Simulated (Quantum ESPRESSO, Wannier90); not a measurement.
**Ge₂Pt (Pnnm): Wannier90 run**

```yaml
crystal:
  lattice:
    - [5.74112, 0.00000, 0.00000]
    - [0.00000, 6.22163, 0.00000]
    - [0.00000, 0.00000, 2.98876]
  atoms:
    - { symbol: Ge, position: [0.83039, 0.37320, 0.00000] }
    - { symbol: Ge, position: [0.16961, 0.62680, 0.00000] }
    - { symbol: Ge, position: [0.33039, 0.12680, 0.50000] }
    - { symbol: Ge, position: [0.66961, 0.87320, 0.50000] }
    - { symbol: Pt, position: [0.00000, 0.00000, 0.00000] }
    - { symbol: Pt, position: [0.50000, 0.50000, 0.50000] }
```

Cell from Materials Project (mp-1543), symmetrised, no further relaxation. COD (Crystallography Open Database) has an entry of this formula and space group (matched by these alone). Method: PBEsol plane waves in Quantum ESPRESSO 7.5 (PseudoDojo norm-conserving files, 68 Ry, no spin polarisation, no spin-orbit coupling), Bloch states on a 4×4×8 mesh through Γ, Wannier90 4.0.1. Density: 6×6×10 mesh, cold smearing 0.01 Ry. Spin-orbit coupling is left out although heavy elements are present.

The plane-wave run has 78 bands and 92 electrons a cell. On the energy scale of pw.x, whose zero is arbitrary, the Fermi level lies at 14.78 eV.

Isolated groups of bands, relative to the Fermi level (bands from 29 on overlap up to the last one computed):

```csv
bands,from (eV),to (eV),filling,weight on atomic waves
1–2,-98.94,-98.94,filled,Pt 5s 97 %
3–8,-53.14,-52.96,filled,Pt 5p 99 %
9–28,-24.52,-24.28,filled,Ge 3d 100 %
```

Input w.win, without the blocks of cell, atoms and k-points (128 lines):

```
num_bands = 78
num_wann = 34
num_iter = 1000
conv_tol = 1.0e-6
conv_window = 4
dis_num_iter = 1000
dis_conv_tol = 1.0e-6
dis_froz_max = 16.28
write_hr = true
write_u_matrices = true
begin projections
f=-0.16828,0.36529,0.00150: s;p
f=0.16191,-0.37615,-0.00484: s;p
f=0.33738,0.12238,0.49618: s;p
f=-0.33554,-0.12740,0.51344: s;p
f=0.00017,-0.00663,-0.00945: s;p;d
f=0.49813,0.50361,0.51451: s;p;d
end projections
mp_grid = 4 4 8
```

Problem. This input has a fault. Which, and what does the program do?

Solution. wannier90.x stops with:
```
dis_windows: More states in the frozen window than target WFs
```
At some k-point more bands lie below dis_froz_max than there are Wannier functions, and every frozen state has to fit into the subspace. Here the deep bands below band 29 or between the kept ones were not excluded and fill the window; only bands 29-78 belong to the model. Mended as below, all else unchanged, the run goes through (Ω_I = 44.0 Å²) and follows the plane-wave bands to 2.2 meV rms (states up to 1.0 eV relative to the Fermi level).
```
num_bands = 50
exclude_bands = 1-28
```
